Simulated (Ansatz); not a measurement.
Zr:
```cif
data_Zr3
_chemical_formula_sum 'Zr3'
_space_group_name_H-M_alt 'P 1'
_space_group_IT_number 1
_cell_length_a 4.97239
_cell_length_b 4.97239
_cell_length_c 3.11116
_cell_angle_alpha 90.000
_cell_angle_beta 90.000
_cell_angle_gamma 120.011
loop_
_space_group_symop_operation_xyz
  'x, y, z'
loop_
_atom_site_label
_atom_site_type_symbol
_atom_site_fract_x
_atom_site_fract_y
_atom_site_fract_z
_atom_site_occupancy
Zr1 Zr 0.00000 0.00000 0.50000 1
Zr2 Zr 0.66668 0.33332 0.00000 1
Zr3 Zr 0.33332 0.66668 0.00000 1
```

Relaxed with PBEsol.

Task: Which orbitals make up the states near the Fermi level in PBEsol in the plane-wave PAW code Ansatz?

Result: Within 0.5 eV of the Fermi level: Zr 4d 89 %, Zr 5s 6 %. Projections are on Löwdin-orthogonalised atomic valence shells; empty p or d shells of many metals are not among them.

Task: Tabulate the density of states.

Result: States/eV per cell of 3 atoms, in 0.25 eV bins, energy from the Fermi level.

```
E (eV)  total  Zr 4d  Zr 5s  Zr 4p
------  -----  -----  -----  -----
-5.70    0.00   0.00   0.00   0.00
-5.45    0.08   0.00   0.07   0.00
-5.20    0.16   0.00   0.14   0.00
-4.95    0.22   0.00   0.19   0.00
-4.70    0.28   0.01   0.24   0.01
-4.45    0.34   0.01   0.29   0.01
-4.20    0.41   0.02   0.35   0.01
-3.95    0.50   0.05   0.41   0.02
-3.70    0.63   0.09   0.48   0.02
-3.45    0.91   0.24   0.61   0.03
-3.20    0.91   0.30   0.54   0.03
-2.95    2.80   1.71   0.98   0.05
-2.70    3.13   2.17   0.85   0.05
-2.45    3.23   2.55   0.58   0.04
-2.20    3.81   3.03   0.66   0.06
-1.95    3.39   2.92   0.37   0.06
-1.70    4.24   3.73   0.37   0.08
-1.45    4.29   3.92   0.24   0.07
-1.20    3.30   3.05   0.14   0.05
-0.95    3.84   3.53   0.14   0.06
-0.70    4.74   4.27   0.21   0.08
-0.45    4.10   3.64   0.20   0.07
-0.20    1.86   1.65   0.12   0.02
0.05     3.30   2.94   0.21   0.04
0.30     4.09   3.65   0.28   0.04
0.55     3.51   3.12   0.23   0.03
0.80     3.43   3.03   0.24   0.03
1.05     4.60   4.04   0.25   0.04
1.30     6.73   6.05   0.25   0.06
1.55     5.67   5.05   0.20   0.06
1.80     3.30   2.99   0.14   0.02
2.05     2.98   2.74   0.12   0.01
```

Space group P6/mmm. This is a known high-pressure phase of the composition, computed here at zero pressure and temperature. The cell was relaxed with PBEsol under the symmetry of its start; its stability against distortions is not shown here. The run is not spin-polarised. Spin–orbit coupling is left out wherever it is not named.

Potentials: the later of the program's two PAW sets.
